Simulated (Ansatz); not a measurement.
**BSe₂: Electric field gradients**

The cell is a computed structure from the Materials Project (it need not be an observed phase).

```
B Se
1.0
     7.42235    0.00000    0.00000
     0.00000   11.25695    0.00000
    -3.92931    0.00000    7.44204
B Se
8 16
Direct
  0.32237 0.36662 0.23180
  0.67763 0.63338 0.76820
  0.67763 0.86662 0.26820
  0.32237 0.13338 0.73180
  0.51580 0.13279 0.25174
  0.48420 0.86721 0.74826
  0.48420 0.63279 0.24826
  0.51580 0.36721 0.75174
  0.25431 0.53529 0.22298
  0.74569 0.46471 0.77702
  0.74569 0.03529 0.27702
  0.25431 0.96471 0.72298
  0.57641 0.30223 0.25884
  0.42359 0.69777 0.74116
  0.42359 0.80223 0.24116
  0.57641 0.19777 0.75884
  0.25728 0.07802 0.22360
  0.74272 0.92198 0.77640
  0.74272 0.57802 0.27640
  0.25728 0.42198 0.72360
  0.10430 0.26396 0.21034
  0.89570 0.73604 0.78966
  0.89570 0.76396 0.28966
  0.10430 0.23604 0.71034
```

Atoms are numbered from 1 in the order listed; like atoms form one site, named after its first atom.

The numbers come from a DFT calculation in Ansatz (PBE, plane waves and PAW, scalar-relativistic, 420 eV cutoff, Γ-centred 5×3×4 k-points, Fermi–Dirac smearing 0.05 eV).

C_Q = eQV_zz/h, which is 24.18 MHz for Q = 1 b and V_zz = 10²¹ V/m²; η = (V_xx − V_yy)/V_zz.

11B: I = 3/2, Q = 40.59 mb. Q values from Pyykkö, Mol. Phys. 116, 1328 (2018).

Q: What field gradients does the calculation give at each kind of site?

A: 

| site | atoms (order as listed) | first shell | V_zz (10²¹ V/m²) | η | C_Q (MHz) |
| --- | --- | --- | --- | --- | --- |
| B1 | 1, 2, 3, 4 | 3 Se at 1.93–1.96 Å | 1.79 | 0.05 | 1.75 |
| B5 | 5, 6, 7, 8 | 3 Se at 1.92–1.96 Å | 1.73 | 0.11 | 1.69 |
| Se9 | 9, 10, 11, 12 | 2 B at 1.96 Å, angle 110° | 25.1 | 0.73 | – |
| Se13 | 13, 14, 15, 16 | 2 B at 1.93–1.95 Å, angle 99° | 22.4 | 0.46 | – |
| Se17 | 17, 18, 19, 20 | 1 B at 1.92 Å, 1 Se at 2.36 Å, angle 99° | 46.5 | 0.63 | – |
| Se21 | 21, 22, 23, 24 | 1 B at 1.93 Å, 1 Se at 2.36 Å, angle 99° | 46.2 | 0.62 | – |

The structure holds Se–Se bonds (2.36 Å). At B1 and B5 V_zz stands upright on the plane through its three neighbours (within 1°) in each case. At Se9 and Se13 V_zz runs parallel to the line that joins its two neighbours (within 3°) in each case. At Se17 and Se21 V_zz points along the longer of its two bonds, to Se (within 11°) in each case.

Se has no stable isotope with a ground-state quadrupole moment in the table, so no C_Q is given.

Hardware: 2 threads of Arm Neoverse V2 (aarch64; 8 cores open to the job, memory cap 5.0 GiB, no GPU), a shared host with a load of 0.5 a core. Wall time 1.9 min, CPU time 3.8 min, peak memory 2.3 GiB.
